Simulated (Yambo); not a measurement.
SrMg$_{2}$Bi$_{2}$ (space group P-3m1, No. 164), G0W0@LDA in Yambo; all else as in the reference (3×3×2 Γ-centred k mesh, bands 9 to 233 and a 7 Ry block in the screening, 233 bands in G with the Bruneval-Gonze terminator, plasmon pole fitted at 27.2 eV). One parameter is varied: the cutoff of the exchange sum, over 5, 10, 20, 40, 84 Ry.

Question: From which value on does the gap Γ → Γ stay within 0.05 eV of the largest setting?

Answer: From 40 Ry on.
```json
[
 {"cutoff of the exchange sum (Ry)": "5", "G0W0 gap (eV)": "1.77", "valence shift (eV)": "-0.44"},
 {"cutoff of the exchange sum (Ry)": "10", "G0W0 gap (eV)": "1.46", "valence shift (eV)": "-0.67"},
 {"cutoff of the exchange sum (Ry)": "20", "G0W0 gap (eV)": "1.32", "valence shift (eV)": "-0.75"},
 {"cutoff of the exchange sum (Ry)": "40", "G0W0 gap (eV)": "1.27", "valence shift (eV)": "-0.76"},
 {"cutoff of the exchange sum (Ry)": "84", "G0W0 gap (eV)": "1.26", "valence shift (eV)": "-0.77"}
]
```
The last step of the sweep still moves the gap by 8 meV; the other settings are held fixed.

The standard potential for Bi keeps a d shell in the valence without the s and p states of that shell. In tests on such compounds this moved G0W0 gaps by up to about 0.9 eV, so absolute quasiparticle energies here are unreliable; differences between settings are what counts.

Spin-orbit coupling is not included.

Geometry of the Materials Project entry, not relaxed at this level; primitive cell a = b = 4.8297 Å, c = 7.9829 Å, α = β = 90.00°, γ = 120.00°.

The structure is a Materials Project entry; no match was found in the copy of COD used, and its stability was not checked.

A shift is the quasiparticle energy of the state minus its LDA energy.
